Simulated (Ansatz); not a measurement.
## Stability checks on a candidate for Ir4Rh

The cell was found from a structure generator's guess, not taken from experiment.

Theory: DFT PBE, scalar-relativistic, plane waves, PAW (Ansatz). The final run on the 5-atom cell used 420 eV, a Γ-centred 18×18×18 mesh, 0.10 eV smearing and no spin polarisation.

Space group R-3m:H (No. 166). a = 2.731 Å, b = 2.731 Å, c = 33.448 Å, α = 90.00°, β = 90.00°, γ = 120.00°
```csv
atom,site,symmetry,x,y,z
Ir,6c,3m,0.3333,0.6667,0.7668
Ir,6c,3m,0.0000,0.0000,0.7001
Rh,3b,-3m,0.6667,0.3333,0.8333
```

The zero of energy is the elements' standard structures at the same level; no fitted shifts are applied.

Q: These tests were run: energy against the elements; random kick, then relaxation without symmetry; elastic tensor. What do they show?

A:

```
                                         test                    result
                  energy against the elements             −0.01 eV/atom
random kick, then relaxation without symmetry                   returns
                               elastic tensor  least eigenvalue 159 GPa
```

It fails none of these tests outright. Other phases of the system weren't compared here, so this isn't yet thermodynamic stability. Phonons away from Γ weren't computed. Undecided within the accuracy: energy against the elements.

The k mesh leaves some 4 meV/atom of noise in the energy of each metallic cell. These runs have no spin–orbit coupling, which can matter for Ir. The kick test ran on a coarse mesh. The run for the elastic tensor used an 18×18×18 k mesh and Fermi–Dirac smearing of 0.15 eV.
